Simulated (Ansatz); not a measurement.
GaAs:
```
GaAs
1.0
    2.67589     0.00000     0.00000
    0.00000     2.67589     0.00000
    0.00000     0.00000     5.46671
Ga As
1 1
Direct
  0.00000   0.00000   0.50000
  0.00000   0.00000   0.00000
```

Relaxed with r²SCAN. Special points in fractions of this cell's reciprocal vectors: Γ (0.000, 0.000, 0.000); X (0.000, 0.500, 0.000); M (0.500, 0.500, 0.000); Z (0.000, 0.000, 0.500); R (0.000, 0.500, 0.500); A (0.500, 0.500, 0.500).

### Question
List the band energies nearest the Fermi level at these points for r²SCAN with spin–orbit coupling (plane waves, PAW; program Ansatz).

### Answer
In eV from the Fermi level; about four levels below and three above (degenerate sets whole), none deeper than 8.9 eV; points with the same levels are listed once.

```tsv
k	below	above
Γ	-8.63 -8.63 -6.15 -6.15	5.23 5.23 5.56 5.56
X	-3.02 -3.02 -2.33 -2.33	3.58 3.58 7.97 7.97
M	-3.77 -3.77 -0.09 -0.09	1.15 1.15 1.32 1.32
Z	-1.56 -1.56	0.07 0.07 5.39 5.39
R	-5.83 -5.83 -3.37 -3.37	1.95 1.95 3.87 3.87
A	-3.54 -3.54 -1.51 -1.51	0.29 0.29 0.43 0.43
```

Space group P4/mmm. The workflow started from a Materials Project entry (that database holds measured and hypothetical structures alike); the Crystallography Open Database copy checked does not list it. It is not the phase usual at ambient conditions (space group No. 216). The cell was relaxed with r²SCAN under the symmetry of its start; of distortions, only those at the zone centre were tested.

Potentials: the later of the program's two PAW sets.
